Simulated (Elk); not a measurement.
An Elk run on BAs with settings drawn from a wide range, so not all are converged; totals and levels move with the basis, and no second program has checked them. Computed with DFT, TB-mBJ exchange potential with LDA correlation, all-electron APW+lo, Dirac cores, scalar-relativistic bands in Elk 11.2.3 with local patches. Elk's input is in atomic units.

Command: `OMP_NUM_THREADS=1 elk` The run took about 280 s on 1 thread of a shared machine.

```
tasks
  0
  110
  115
  195

xctype
  100 208 12

rgkmax
  6.5

gmaxvr
  14

lmaxapw
  8

lmaxo
  6

lmaxi
  4

nrmtscf
  1

nempty
  6

epspot
  1e-06

epsengy
  0.0001

maxscl
  100

swidth
  0.004

stype
  0

lradstp
  4

mixtype
  1

hmaxvr
  4

nxlo
  2

tforce
  .true.

sppath
  './'

avec
  0.00000000000 4.55353509250 4.55353509250
  4.55353509250 0.00000000000 4.55353509250
  4.55353509250 4.55353509250 0.00000000000

atoms
  2
  'B.in'
  1
  0.750000000000 0.750000000000 0.750000000000   0.000 0.000 0.000
  'As.in'
  1
  0.000000000000 0.000000000000 0.000000000000   0.000 0.000 0.000

ngridk
  6 6 6
```

Muffin-tin radii in the species files: As 1.65, B 1.24 bohr.

The cell is the one relaxed in the Materials Project (mp-10044), not relaxed further here; entries there can be hypothetical.

**Question.** What does the run give?

**Answer.** It settled in energy, though the test on the potential was never met; total energy -2197.8100 Ha, charge error 0.0146 e; sphere charges B1 2.70, As2 29.17 e; 100 SCF iterations. The warnings or the charge error make these numbers unreliable.
```
Warning(linengy): could not find 1 linearisation energies in s.c. loop 1
Warning(linengy): could not find 1 linearisation energies in s.c. loop 2
Warning(linengy): could not find 1 linearisation energies in s.c. loop 3
Warning(linengy): could not find 1 linearisation energies in s.c. loop 4
Warning(linengy): could not find 1 linearisation energies in s.c. loop 5
```
